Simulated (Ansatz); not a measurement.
**Mg, first-principles data**

Mg:
```
CELL_PARAMETERS angstrom
      0.00000     3.42287     3.42287
      3.42287     0.00000     3.42287
      3.42287     3.42287     0.00000
ATOMIC_POSITIONS crystal
  Mg 0.00000 0.00000 0.00000
  Mg 0.25000 0.25000 0.25000
```

Space group Fd-3m (No. 227), diamond; conventional cell a = b = c = 6.8457 Å, α = β = γ = 90.00°.

Method: DFT-r²SCAN in the program Ansatz with PAW potentials. Geometry: relaxed at this level of theory. Other levels are named where they apply.

**Cell and energy**

- Volume per atom: 40.10 Å³
- Density: 1.01 g/cm³

**Electronic structure**

* **Electronic character**: metallic (no gap)
* **Density of states at the Fermi level**: 0.66 states/eV per atom (mean over ±0.08 eV)

**Mechanics**

* **Bulk modulus (Birch–Murnaghan fit)**: 11.7 GPa
* **Pressure derivative B′**: 4.5
* **Elastic constants (relaxed ions, GPa)**: C11 = 4.6, C12 = 15.5, C44 = -12.2
* **Mechanical stability**: unstable (C has a negative eigenvalue)

The start of the workflow was typed in or built on a structure type; neither database checked (COD, Materials Project) lists it. It is not the phase usual at ambient conditions (space group No. 194). The cell was relaxed with r²SCAN under the symmetry of its start. As this level gives no gap, shear constants depend on the k-mesh and smearing (Fermi–Dirac, 0.1 eV here).

Potentials: the earlier of the program's two PAW sets.
